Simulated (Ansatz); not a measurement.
# Notes on OsI$_{4}$

```xyz
5
Lattice="4.6912 4.9260 0.0000 4.6912 -4.9260 0.0000 0.0000 0.0000 -4.2125" Properties=species:S:1:pos:R:3 pbc="T T T"
I     4.6912   -3.0601   -2.1063
I     4.6912    3.0601   -2.1063
Os    0.0000    0.0000    0.0000
I     2.6758    0.0000    0.0000
I     6.7065    0.0000    0.0000
```

Single point in Ansatz 0.2.0 with PBE, spin-orbit coupling. Cutoff 420 eV, PAW datasets, 3×3×5 Γ-centred k mesh, fermi-dirac filling (width 0.1 eV).

Magnetic state (reached from a saved solution, and it need not be the lowest): Os3 along (0.00, 1.00, -0.05).

- Forces: The largest is on I1 (and as large on other atoms): 0.71 eV/Å, components (0.00, -0.71, 0.00). It makes 48° with the line to a nearest neighbour, Os3 at 2.81 Å.
- Formation energy: 0.16 eV an atom against the elements' usual phases (free molecules for gases, crystals otherwise, with no correction for O₂ or N₂), so at this geometry it isn't bound against them. Relaxing would lower it.
- Moments: Os3 0.50 μB of spin moment in Bader basins; net size 0.76 μB a cell.
- At the Fermi level: It is a metal, with about 4.6 states/eV a cell as the mean within 0.25 eV of the Fermi level, mostly I p (55 %) and Os d (44 %).
- Stress: The pressure is -2.3 GPa (compression positive), so with the atoms held at these fractions the cell would first shrink. The principal stresses -3.4, -2.0, -1.5 GPa differ, so its shape would change too.
- Charges: Bader charges in e: Os +0.45, I -0.16 to -0.07. In the mean Os gives up most and I takes most.

Origin: a known structure type with other elements, at an estimated volume, so it need not be a known compound. Caveats: the k mesh is coarse if the cell is a metal; the SCF threshold is loose for a stress.
